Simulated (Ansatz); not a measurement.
GaN:
Space group P6₂22 (No. 180); a = 3.164 Å, b = 3.164 Å, c = 7.439 Å, α = 90.00°, β = 90.00°, γ = 120.00°

```csv
atom,site,symmetry,x,y,z
Ga,3d,222,0.5000,0.0000,0.5000
N,3c,222,0.5000,0.0000,0.0000
```

Relaxed with PBE.

Q: Which orbitals make up the states near the band edges in DFT-PBE in the program Ansatz with PAW potentials?

A: Top 1 eV of the valence band: N 2p 87 %, Ga 4p 9 %. Bottom 1 eV of the conduction band: N 2s 39 %, Ga 4s 34 %, N 2p 20 %, Ga 4p 6 %. Projections are on Löwdin-orthogonalised atomic valence shells; empty p or d shells of many metals are not among them.

Q: Tabulate the density of states.

A: States/eV per cell of 6 atoms, in 0.25 eV bins, energy from the valence-band maximum.

```csv
E (eV),total,N 2p,Ga 4p,Ga 4s
-7.85,0.00,0.00,0.00,0.00
-7.60,0.00,0.00,0.00,0.00
-7.35,0.08,0.04,0.01,0.03
-7.10,1.28,0.64,0.17,0.42
-6.85,2.44,1.22,0.27,0.82
-6.60,2.46,1.23,0.28,0.79
-6.35,2.52,1.27,0.28,0.76
-6.10,2.57,1.30,0.28,0.74
-5.85,0.97,0.50,0.12,0.24
-5.60,0.77,0.40,0.13,0.14
-5.35,1.96,1.05,0.42,0.29
-5.10,3.20,1.70,0.60,0.56
-4.85,1.98,1.07,0.34,0.36
-4.60,1.37,0.76,0.23,0.23
-4.35,1.15,0.65,0.20,0.18
-4.10,2.01,1.20,0.40,0.24
-3.85,2.06,1.26,0.44,0.20
-3.60,2.09,1.32,0.44,0.17
-3.35,2.36,1.54,0.52,0.14
-3.10,2.09,1.39,0.43,0.14
-2.85,2.34,1.58,0.44,0.18
-2.60,2.62,1.83,0.48,0.19
-2.35,3.00,2.17,0.53,0.17
-2.10,3.49,2.63,0.58,0.13
-1.85,4.30,3.35,0.66,0.13
-1.60,3.59,2.86,0.50,0.09
-1.35,3.26,2.66,0.40,0.07
-1.10,4.80,4.06,0.47,0.10
-0.85,5.44,4.62,0.54,0.09
-0.60,2.98,2.62,0.23,0.04
-0.35,2.24,2.00,0.16,0.02
-0.10,0.59,0.53,0.04,0.00
0.15,0.00,0.00,0.00,0.00
0.40,0.00,0.00,0.00,0.00
0.65,0.00,0.00,0.00,0.00
0.90,0.00,0.00,0.00,0.00
1.15,0.00,0.00,0.00,0.00
1.40,0.00,0.00,0.00,0.00
1.65,0.02,0.00,0.00,0.01
1.90,0.04,0.01,0.00,0.01
2.15,0.05,0.01,0.00,0.02
2.40,0.08,0.02,0.01,0.02
2.65,0.11,0.03,0.01,0.03
2.90,0.16,0.05,0.02,0.04
3.15,0.36,0.08,0.09,0.09
3.40,0.76,0.15,0.20,0.21
3.65,1.27,0.25,0.32,0.38
3.90,1.88,0.39,0.46,0.55
4.15,1.97,0.41,0.53,0.59
4.40,2.45,0.53,0.70,0.72
4.65,3.60,0.90,1.09,0.98
4.90,3.71,1.03,0.92,1.18
5.15,2.23,0.64,0.60,0.65
5.40,2.31,0.69,0.64,0.66
5.65,3.25,1.02,0.90,0.93
5.90,3.00,0.94,0.94,0.82
```

Space group P6_222. The start of the workflow was typed in or built on a structure type; neither database checked (COD, Materials Project) lists it. It is not the phase usual at ambient conditions (space group No. 186, 216). The PBE relaxation kept the symmetry of its start; whether a distortion lowers the energy is not shown. Spin–orbit coupling is left out wherever it is not named.

Potentials: the later of the program's two PAW sets.
